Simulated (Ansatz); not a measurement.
TaRu (space group P4/mmm)

```yaml
crystal:
  lattice:
    - [3.00349, 0.00000, 0.00000]
    - [0.00000, 3.00349, 0.00000]
    - [0.00000, 0.00000, 6.72853]
  atoms:
    - { symbol: Ta, position: [0.50000, 0.50000, 0.25000] }
    - { symbol: Ta, position: [0.50000, 0.50000, 0.75000] }
    - { symbol: Ru, position: [0.00000, 0.00000, 0.00000] }
    - { symbol: Ru, position: [0.00000, 0.00000, 0.50000] }
```

The atoms are displaced by Q × the pattern below (from a DFPT mode at Z = (0.0, 0.0, 0.5), largest move 1; Q in Å), at fixed cell. (q is in reciprocal vectors of the primitive cell; the cell shown is doubled to hold the pattern.)

```tsv
atom	x	y	z
Ru3	0.000	0.000	1.000
Ru4	0.000	0.000	-1.000
```

Atoms not listed stay in place.

Computed with LDA (plane waves to 420 eV, PAW, scalar-relativistic; Ansatz, a program for electronic structure). k mesh 15×15×7 (Γ-centred), Fermi-Dirac smearing 0.05 eV. Energies are smeared free energies. With partly filled bands, energies and forces of such displacements shift with the k mesh and the smearing. Spin-orbit coupling is left out, though Ta is heavy. TaRu is run without spin polarisation. TaRu was relaxed with its symmetry unable to fall. The zero of ΔE is the undisplaced structure.

Question: What ΔE (meV/cell) does the calculation give at Q (Å) = -0.117, -0.029, 0.029, 0.088, 0.176?

Answer: 
| Q (Å) | ΔE (meV/cell) |
|---|---|
| -0.117 | 4 |
| -0.029 | -2 |
| 0.029 | -2 |
| 0.088 | -6 |
| 0.176 | 84 |

(A displaced cell: forces are minus the slopes of the energy, force constants its curvatures, and phonons follow from these.)
